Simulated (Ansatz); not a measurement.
Property card for ZnS

ZnS:
```
CELL_PARAMETERS angstrom
      3.78600     0.00000     0.00000
     -1.89300     3.27877     0.00000
      0.00000     0.00000    24.76065
ATOMIC_POSITIONS crystal
  Zn 0.00000 0.00000 0.00004
  Zn 0.00000 0.00000 0.50004
  Zn 0.33333 0.66667 0.12495
  Zn 0.66667 0.33333 0.62495
  Zn 0.33333 0.66667 0.37516
  Zn 0.66667 0.33333 0.87516
  Zn 0.33333 0.66667 0.75004
  Zn 0.66667 0.33333 0.25004
  S  0.00000 0.00000 0.09372
  S  0.00000 0.00000 0.59372
  S  0.33333 0.66667 0.21861
  S  0.66667 0.33333 0.71861
  S  0.33333 0.66667 0.46880
  S  0.66667 0.33333 0.96880
  S  0.33333 0.66667 0.84388
  S  0.66667 0.33333 0.34388
```

Space group P6_3mc (No. 186); conventional cell a = 3.786 Å, b = 3.786 Å, c = 24.761 Å, α = 90.00°, β = 90.00°, γ = 120.00°.

Method: DFT-PBEsol in the program Ansatz with PAW potentials. The cell and atoms are relaxed at this level. Other levels are named where they apply.

Cell and energy:

```json
{
 "volume_per_atom": "19.21 Å³",
 "density": "4.21 g/cm³",
 "Formation energy from the elements (no fitted shifts)": "-821 meV/atom"
}
```

Electronic structure:

```json
{
  "band_gap": "2.10 eV (direct)",
  "valence_band_maximum": "at Γ",
  "conduction_band_minimum": "at Γ",
  "electron_effective_mass": "0.17 mₑ (isotropic)",
  "Hole effective mass, band 1 of 2 at the edge": "1.6 along x, 1.5 along z (mₑ)",
  "Hole effective mass, band 2 of 2 at the edge": "0.16 along x, 1.5 along z (mₑ)",
  "HSE06 gap on the PBEsol cell": "3.48 eV"
}
```

Mechanics:

```json
{
  "Bulk modulus (Birch–Murnaghan fit)": "78.8 GPa",
  "Pressure derivative B′": "4.4",
  "Elastic constants (relaxed ions, GPa)": "C11 = 128, C12 = 60.8, C13 = 46.6, C33 = 145, C44 = 29.8",
  "mechanical_stability": "stable (all eigenvalues of C positive)",
  "hill_bulk_and_shear_moduli": "78.9 and 34.6 GPa",
  "Young's modulus": "90.6 GPa",
  "Poisson's ratio": "0.31",
  "debye_temperature_from_the_elastic_constants": "356 K",
  "Piezoelectric stress constants (proper, relaxed ions, C/m²)": "e15 = e24 = -0.08, e31 = e32 = -0.09, e33 = 0.15"
}
```

Phonons:

```json
{
  "Highest zone-centre frequency (without LO–TO term)": "338 cm⁻¹",
  "zone_centre_stability": "no imaginary mode at Γ"
}
```

The workflow started from an entry of the Crystallography Open Database (COD). Its sites differ from those of the usual phase in this space group: another stacking or structure type. Symmetry was held in the PBEsol relaxation. Signs of piezoelectric constants follow the polarity of the cell as given. The references are the lowest solids computed at this level, not always the standard phases.

Potentials: the later of the program's two PAW sets.
